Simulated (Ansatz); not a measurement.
Values for one crystal, relaxed and computed with r²SCAN (plane waves, PAW; program Ansatz); other levels are named.

| Item | Value |
|---|---|
| Volume per atom | 35.70 Å³ |
| Band gap | 1.68 eV (indirect) |
| Smallest direct gap on the standard path | 2.56 eV |
| Hole effective mass with spin–orbit coupling | 0.23, 0.23, 1.7 mₑ (principal values) |
| Electron effective mass with spin–orbit coupling | 0.27, 0.53, 2.2 mₑ (principal values) |
| Bulk modulus (Birch–Murnaghan fit) | 30.2 GPa |
| Gap with spin–orbit coupling | 1.40 eV |

Pick the material that matches.
(A) TePb2S, R-3m (Te on 3b, Pb on 6c, S on 3a)
(B) B6As, R-3m (B on 18h, B on 18h, As on 6c)
(C) KCr3O8, C2/m (Pearson symbol mS24)
(D) KYTe2, R-3m (K on 3b, Y on 3a, Te on 6c)

D, KYTe2, R-3m (K on 3b, Y on 3a, Te on 6c)

The first step of the workflow began from a Materials Project structure, measured or hypothetical; the Crystallography Open Database copy checked does not list it. Its standing as an ambient phase is unchecked. The cell was relaxed with r²SCAN under the symmetry of its start; its stability against distortions is not shown here. No spin polarisation was allowed. Scalar-relativistic: spin–orbit coupling is off unless named, which matters more the heavier the elements.

Potentials: the later of the program's two PAW sets.
